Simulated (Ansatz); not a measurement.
MgTe (wurtzite)

```xyz
4
Lattice="4.6085 0.0000 0.0000 -2.3042 3.9910 0.0000 0.0000 0.0000 7.5007" Properties=species:S:1:pos:R:3 pbc="T T T"
Mg     2.3042     1.3303     0.0061
Mg     0.0000     2.6607     3.7564
Te     2.3042     1.3303     4.6834
Te     0.0000     2.6607     0.9330
```

The slice is a (-1 1 0 2) plane (indices of the conventional cell) through the point (0.667, 0.333, 0.624) (fractional), spanned by u = [110] and v = [1 -1 1] in vectors of this cell: u (4.61 Å) and v (10.95 Å, at 90° to u). It covers one period; positions are fractions (u, v).

Level of theory: PBE (plane waves to 420 eV, PAW, scalar-relativistic; Ansatz, an electronic-structure program). k mesh 8×8×5. Inside the PAW spheres the values are not all-electron values, and peaks at nuclei hang on which shells count as valence. MgTe was relaxed with its symmetry unable to fall. Spin-orbit coupling is left out, though Te is heavy.

**Question.** Predict the map of the electron localisation function (ELF) on the slice.

**Answer.** 
```
|xx336688441144886633|
|66778877220022778877|
|99998844000000448899|
|66664411000000114466|
|00111100000000001111|
|22222200000000002222|
|99996622000000226699|
|99998844000000448899|
|77778866110011668877|
|66668877330033778866|
|66779988220022889977|
|88888844000000448888|
|66664400002200004466|
|22111100001100001111|
|00001122110011221100|
|00001144666666441100|
|00000022444444220000|
|00000000111111000000|
|11000000000000000000|
|55442200000000002244|
|88887733000000337788|
|66668877330033778866|
|xx336699551155996633|
|xxxx66995511559966xx|
```
Scale: ten equal steps from 0.01 (start of '0') to 0.81 (end of '9'), in the order '0123456789'. Values: electron localisation function (ELF). The map has 10 points along u (two characters each, u = 0 at the left) and 24 along v (v = 0 in the bottom row). Points within 0.5 Å of a nucleus are blanked (x), as the pseudised field means little there.
